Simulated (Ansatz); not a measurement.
Consider the following.

VGe2:
Space group I4/mmm (No. 139); a = 3.282 Å, b = 3.282 Å, c = 8.283 Å, α = 90.00°, β = 90.00°, γ = 90.00°

```json
[
 {"atom": "V", "site": "2a", "symmetry": "4/mmm", "x": "0.0000", "y": "0.0000", "z": "0.0000"},
 {"atom": "Ge", "site": "4e", "symmetry": "4mm", "x": "0.0000", "y": "0.0000", "z": "0.3396"}
]
```
(The calculation used a cell of 3 atoms; values per cell refer to that cell.)

This is the PBE-relaxed structure.

Question: All from PBE (plane waves, PAW; program Ansatz), unless another level is named. Predict the electronic character.

Answer: metallic (no gap).

Question: Give the density of states at the Fermi level.

Answer: 0.44 states/eV per atom (mean over ±0.08 eV).

Question: Give the formation energy from the elements (no fitted shifts).

Answer: -0.13 eV/atom.

The cell is a constructed one: a structure type filled with these elements; neither database checked (COD, Materials Project) lists it. Its standing as an ambient phase is unchecked. The cell was relaxed with PBE under the symmetry of its start; whether a distortion lowers the energy is not shown. The workflow began spin-polarised and lost its moments. The references are the lowest solids computed at this level, not always the standard phases. Scalar-relativistic: spin–orbit coupling is off unless named, which matters more the heavier the elements.

Potentials: the later of the program's two PAW sets.
